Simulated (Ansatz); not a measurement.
MgO:
```xyz
4
Lattice="3.2860 0.0000 0.0000 -1.6430 2.8458 0.0000 0.0000 0.0000 5.0442" Properties=species:S:1:pos:R:3 pbc="T T T"
Mg     1.6430     0.9486     0.0480
Mg     0.0000     1.8972     2.5701
O      1.6430     0.9486     3.1057
O      0.0000     1.8972     0.5836
```

Relaxed with HSE06. Special points in fractions of this cell's reciprocal vectors: Γ (0.000, 0.000, 0.000); M (0.500, 0.000, 0.000); K (0.333, 0.333, 0.000); A (0.000, 0.000, 0.500); L (0.500, 0.000, 0.500); H (0.333, 0.333, 0.500).

Question: List the band energies nearest the valence-band maximum at these points for DFT-HSE06 in the program Ansatz with PAW potentials.

Answer: In eV from the valence-band maximum; about four levels below and three above (degenerate sets whole), none deeper than 8.9 eV; … stands for higher levels left out; points with the same levels are listed once.

```
k                          below          above
-  -----------------------------  -------------
Γ   -0.72 -0.72 -0.38 -0.38 0.00   5.17 10.41 …
M        -1.81 -1.28 -0.83 -0.49    9.63 9.83 …
K  -1.99 -1.99 -1.36 -1.23 -1.23  10.05 10.21 …
A        -0.55 -0.55 -0.55 -0.55    7.73 7.73 …
L        -0.91 -0.91 -0.74 -0.74    9.15 9.15 …
H        -2.17 -2.17 -0.40 -0.40  10.31 10.31 …
```

Space group P6_3mc (wurtzite). The cell is a constructed one: a structure type filled with these elements; the Crystallography Open Database copy checked does not list it. It is not the phase usual at ambient conditions (space group No. 225). The cell was relaxed with HSE06 under the symmetry of its start; its stability against distortions is not shown here. The hybrid was solved on a coarse mesh, the path and, where they were found, the r²SCAN edge points; its band edges are the extreme levels among these.

Potentials: the later of the program's two PAW sets.
